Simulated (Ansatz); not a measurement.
## Phonon spectrum of CsH3

Level of theory: DFT PBE, scalar-relativistic, plane waves, PAW in Ansatz. Settings: 420 eV plane-wave cutoff, Γ-centred 6×6×4 mesh, fixed occupations. No spin polarisation. Phonons by linear response, acoustic sum rule imposed.

Equilibrium structure at this level:
```xyz
8
Lattice="4.2866 -0.0031 -0.0034 -2.1389 4.8299 0.0746 -2.1389 -1.1542 7.6759" Properties=species:S:1:pos:R:3 pbc="T T T"
Cs    2.1454    1.1069    1.8462
Cs   -2.1368    2.9465    5.7231
H     0.0048    3.0708    3.2879
H    -2.1385    0.0804    7.0902
H     2.1474    3.7587    0.5764
H     0.0041    0.7683    4.3789
H     0.0042    1.4796    4.0427
H     2.1475    4.4701    0.2403
```

The cell was found from a structure generator's guess, not taken from experiment. Spin–orbit coupling is left out, which matters for heavy elements. The q mesh is coarse, so values between its points are rough. Modes under 40 cm⁻¹ are poorly fixed.

Force constants from linear response on a 2×2×1 q mesh.

(1) Is the structure dynamically stable on this mesh?

(2) Give the frequencies (cm⁻¹; i marks imaginary ones) at the irreducible q points, in fractions of the reciprocal vectors, the Γ row without the LO field.

Results:

(1) Yes, on this mesh: no mode is imaginary.

(2)
```csv
q,star,frequencies
0.000 0.000 0.000,1,0 0 0 37 40 66 177 185 185 185 281 282 306 306 310 454 550 670 892 896 896 898 3610 3629
0.000 -0.500 0.000,1,29 29 44 44 50 50 179 179 182 182 289 289 305 305 412 412 686 686 890 890 894 894 3641 3641
-0.500 0.000 0.000,1,36 36 44 44 56 56 183 183 188 188 281 281 357 357 441 441 620 620 891 891 898 898 3622 3622
-0.500 -0.500 0.000,1,33 37 40 46 48 66 177 185 186 190 280 281 310 397 403 454 581 671 889 892 898 900 3616 3629
```
